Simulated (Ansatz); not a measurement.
LiBH4 in space group Ama2 (No. 40; Pearson symbol oS24) under volume change, LDA in the plane-wave PAW code Ansatz, shape and atoms relaxed at each volume.

| V (Å³/atom) | E − E(relaxed) (meV/atom) | P (GPa) |
|---|---|---|
| 6.817 | 5.4 | 2.79 |
| 7.042 | 2.3 | 1.72 |
| 7.267 | … | … |
| 7.492 | 0.0 | 0.00 |
| 7.716 | … | … |
| 7.941 | 1.9 | -1.23 |
| 8.166 | 3.9 | -1.73 |

Some entries are withheld; supply them.


- 7.267, E − E(relaxed) (meV/atom): 0.5
- 7.267, P (GPa): 0.81
- 7.716, E − E(relaxed) (meV/atom): 0.5
- 7.716, P (GPa): -0.67

What does a third-order Birch–Murnaghan fit give for V₀, B₀ and B′?

V₀ = 7.49 Å³/atom, B₀ = 24.2 GPa, B′ = 4.2.

The first step of the workflow began from a Materials Project structure, measured or hypothetical; the Crystallography Open Database copy checked does not list it. COD files the formula under space group No. 62, so this cell is another polymorph or a model. Its standing as an ambient phase is unchecked. The cell was relaxed with LDA under the symmetry of its start; phonons on a q-mesh show no instability.

Potentials: the later of the program's two PAW sets.
